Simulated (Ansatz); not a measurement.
ZnCu$_{2}$SnSe$_{4}$ in space group I-42m (No. 121; Sn on 2b, Se on 8i, Cu on 4d, Zn on 2a), DFT-LDA in the program Ansatz with PAW potentials, all energies at zero smearing, with the estimated change up to a 700 eV cutoff added, with one set of potentials and settings (totals compare only within such a set). Cell of 8 atoms (1 Sn, 4 Se, 2 Cu, 1 Zn): -43773.107 eV.

| element | reference phase | E (eV/atom) |
|---|---|---|
| Sn | I4_1/amd, 2 atoms in the cell | -5879.5359 |
| Se | P3_121, 3 atoms in the cell | -5383.2604 |
| Cu | Fm-3m, 1 atoms in the cell | -6555.7242 |
| Zn | P6_3/mmc, 2 atoms in the cell | -3246.2618 |

Formation energy per atom, worked out: (-43773.107 − 1×(-5879.5359) − 4×(-5383.2604) − 2×(-6555.7242) − 1×(-3246.2618))/8 = -0.352 eV/atom (-34 kJ per mol of atoms), at 0 K, without zero-point energy or fitted corrections.

The workflow started from an entry of the Crystallography Open Database (COD). It is not the phase usual at ambient conditions (space group No. 82). Symmetry was held in the LDA relaxation; whether a distortion lowers the energy is not shown. No spin polarisation was allowed. The references are the lowest solids computed at this level, not always the standard phases. Scalar-relativistic: spin–orbit coupling is off unless named, which matters more the heavier the elements.

Potentials: the later of the program's two PAW sets.
